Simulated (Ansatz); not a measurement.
## Phonon dispersion of Ta

Level of theory: Ansatz, DFT LDA, scalar-relativistic, plane waves, PAW. Settings: 420 eV plane-wave cutoff, Γ-centred 20×20×20 mesh, Fermi-Dirac smearing of 0.15 eV. No spin polarisation. Phonons by linear response, acoustic sum rule imposed.

Equilibrium structure at this level:
```
CELL_PARAMETERS angstrom
0.00000 2.07168 2.07168
2.07168 0.00000 2.07168
2.07168 2.07168 0.00000
ATOMIC_POSITIONS crystal
Ta 0.00000 0.00000 0.00000
```

In a metal, frequencies and elastic constants depend on the k mesh and the smearing, soft modes and shear constants most. Some empty bands missed the eigensolver's threshold. Spin–orbit coupling is left out, which matters for heavy elements. The q mesh is coarse, so values between its points are rough.

Force constants from linear response on a 2×2×2 q mesh.

Question: Is the structure dynamically stable on the q mesh?

Answer: Yes, on this mesh: no mode is imaginary. Between the mesh points the interpolation dips to 33i cm⁻¹.

Question: Give the frequencies (cm⁻¹) at the points of high symmetry.

Answer:
| point | q | frequencies |
| --- | --- | --- |
| X | 0.500 0.000 0.500 | 111 111 152 |
| U | 0.625 0.250 0.625 | 88 142 143 |
| K | 0.375 0.375 0.750 | 88 142 143 |
| L | 0.500 0.500 0.500 | 32 32 194 |
| W | 0.500 0.250 0.750 | 113 135 135 |

This fcc form isn't the element's structure at ambient conditions.

Cost: 1 run of about 1 core-minutes, on Intel Xeon Platinum 8375C (Ice Lake) (shared hosts).